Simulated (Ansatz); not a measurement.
**69Ga nuclear quadrupole resonance in Ga₂HCl₃**

Cell: a COD entry (perhaps calculated rather than measured), its atoms then relaxed with PBE in this cell.

Space group P2_1/c (No. 14); a = 5.7300, b = 6.7870, c = 14.8478 Å, β = 104.57°.

```
site  Wyckoff  site symmetry       x       y       z
 Ga1       4e              1  0.9262  0.7668  0.9206
 Ga5       4e              1  0.6487  0.6849  0.6464
   H       4e              1  0.8589  0.7958  0.0144
Cl13       4e              1  0.8098  0.4889  0.8435
Cl17       4e              1  0.3266  0.7795  0.9355
Cl21       4e              1  0.7812  0.9989  0.8128
```

One atom of each set is listed.

The numbers come from a DFT calculation in Ansatz (PBE, plane waves and PAW, scalar-relativistic, 420 eV cutoff, Γ-centred 5×4×2 k-points, Fermi–Dirac smearing 0.02 eV).

69Ga: I = 3/2, Q = 171.0 mb (year-2017 value). Static lattice, zero field.

Task: At which frequencies do the 69Ga NQR lines lie?

Result: For I = 3/2 there is one line, ν = (|C_Q|/2)(1 + η²/3)^½.

```json
{"site": "Ga1", "atoms": "4", "V_zz (10²¹ V/m²)": "-13.07", "C_Q (MHz)": "-54.1", "η": "0.12", "line frequencies (MHz)": "27.1"}
{"site": "Ga5", "atoms": "4", "V_zz (10²¹ V/m²)": "1.04", "C_Q (MHz)": "4.28", "η": "0.14", "line frequencies (MHz)": "2.15"}
```

Task: And for 71Ga (I = 3/2, Q = 107.0 mb) on Ga1?

Result: C_Q scales with Q to -33.8 MHz, with lines at 17.0 MHz.

At Ga1 V_zz points along its shortest bond, to H (within 4°).

The database positions were far from equilibrium, so the relaxed structure may not be the compound's real one.

The relaxation (9 steps) took 5.9 min of wall time (5.8 min of CPU time) and 1.5 GiB at its peak, on 1 thread of Intel Xeon 6975P-C (Granite Rapids) (x86_64; 36 cores open to the job, memory cap 3.0 GiB, no GPU), a shared host with a load of 0.6 a core.
